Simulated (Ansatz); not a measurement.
Consider the following.

Rb2NaInCl6:
```
Rb2NaInCl6
1.0
    0.00000     5.22025     5.22025
    5.22025     0.00000     5.22025
    5.22025     5.22025     0.00000
Rb Na In Cl
2 1 1 6
Direct
  0.25000   0.25000   0.25000
  0.75000   0.75000   0.75000
  0.50000   0.50000   0.50000
  0.00000   0.00000   0.00000
  0.24093   0.75907   0.75907
  0.75907   0.24093   0.24093
  0.75907   0.24093   0.75907
  0.24093   0.75907   0.24093
  0.75907   0.75907   0.24093
  0.24093   0.24093   0.75907
```

This is the r²SCAN-relaxed structure.

All from r²SCAN (plane waves, PAW; program Ansatz), unless another level is named. Give the hole effective mass, band 3 of 3 at the edge.

1.1 along [100], 1.1 along [110], 1.4 along [111] (mₑ).

Predict the electron effective mass.

0.46 mₑ (isotropic).

And the gap with spin–orbit coupling?

3.78 eV.

Space group Fm-3m. The first step of the workflow began from a Materials Project structure, measured or hypothetical; the Crystallography Open Database copy checked does not list it. Its standing as an ambient phase is unchecked. Symmetry was held in the r²SCAN relaxation; its stability against distortions is not shown here. Spin–orbit coupling is left out wherever it is not named.

Potentials: the later of the program's two PAW sets.
